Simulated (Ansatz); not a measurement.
TiCdO3:
```
CELL_PARAMETERS angstrom
      2.61562     1.51013     4.93377
     -2.61562     1.51013     4.93377
      0.00000    -3.02026     4.93377
ATOMIC_POSITIONS crystal
  Ti 0.85042 0.85042 0.85042
  Ti 0.14958 0.14958 0.14958
  Cd 0.63657 0.63657 0.63657
  Cd 0.36343 0.36343 0.36343
  O  0.80343 0.43772 0.03636
  O  0.19657 0.56228 0.96364
  O  0.03636 0.80343 0.43772
  O  0.96364 0.19657 0.56228
  O  0.43772 0.03636 0.80343
  O  0.56228 0.96364 0.19657
```

Relaxed with PBEsol.

Give the Bader charges and basin volumes of the independent atoms, the program Ansatz at the PBEsol level (PAW).



| atom | Bader charge (e) | Bader volume (Å³) |
|---|---|---|
| Ti1 | +2.21 | 7.2 |
| Cd3 | +1.27 | 14.2 |
| O5 | -1.16 | 12.4 |

Space group R-3. The workflow started from a Materials Project entry (that database holds measured and hypothetical structures alike); the Crystallography Open Database files this formula in space group No. 148, but the cells were not matched. Whether it is the stable phase at ambient conditions was not checked. The cell was relaxed with PBEsol under the symmetry of its start; whether a distortion lowers the energy is not shown. No spin polarisation was allowed.

Potentials: the later of the program's two PAW sets.
